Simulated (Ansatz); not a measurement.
TaAs:
```
CELL_PARAMETERS angstrom
     -1.73141     1.73141     5.86746
      1.73141    -1.73141     5.86746
      1.73141     1.73141    -5.86746
ATOMIC_POSITIONS crystal
  Ta 0.99912 0.99912 0.00000
  Ta 0.74912 0.24912 0.50000
  As 0.41688 0.41688 0.00000
  As 0.16688 0.66688 0.50000
```

Relaxed with PBE. Special points in fractions of this cell's reciprocal vectors: Γ (0.000, 0.000, 0.000); X (0.000, 0.000, 0.500); P (0.250, 0.250, 0.250); N (0.000, 0.500, 0.000); M (0.500, 0.500, -0.500); S (0.272, 0.728, -0.272); S0 (-0.272, 0.272, 0.272); R (-0.044, 0.044, 0.500); G (0.500, 0.500, -0.044).

Question: List the band energies nearest the Fermi level at these points for plane-wave PAW PBE (Ansatz code).

Answer: In eV from the Fermi level; about four levels below and three above (degenerate sets whole), none deeper than 8.9 eV; points with the same levels are listed once.

| k | below | above |
|---|---|---|
| Γ | -2.32 -1.91 -1.65 -1.65 | 0.87 1.54 2.31 |
| X | -3.18 -3.18 -1.14 -1.14 | 2.74 2.74 3.01 3.01 |
| P | -3.19 -3.19 -1.14 -1.14 | 2.75 2.75 3.01 3.01 |
| N | -2.45 -2.30 -1.54 -0.27 | 0.12 1.35 2.22 |
| M | -2.76 -2.76 -0.98 -0.98 | 1.18 1.18 2.26 2.26 |
| S | -2.43 -2.41 -1.73 -0.11 | 0.09 1.69 2.09 |
| R | -3.15 -3.15 -1.16 -1.16 | 2.59 2.59 2.92 2.92 |

Space group I4_1md. The cell was relaxed with PBE under the symmetry of its start. The run is not spin-polarised. A small band overlap can be real or an error of a semilocal functional. The Fermi level of a semimetal is unsure by some 0.05 eV on such meshes. Scalar-relativistic: spin–orbit coupling is off unless named, which matters more the heavier the elements.

Potentials: the later of the program's two PAW sets.
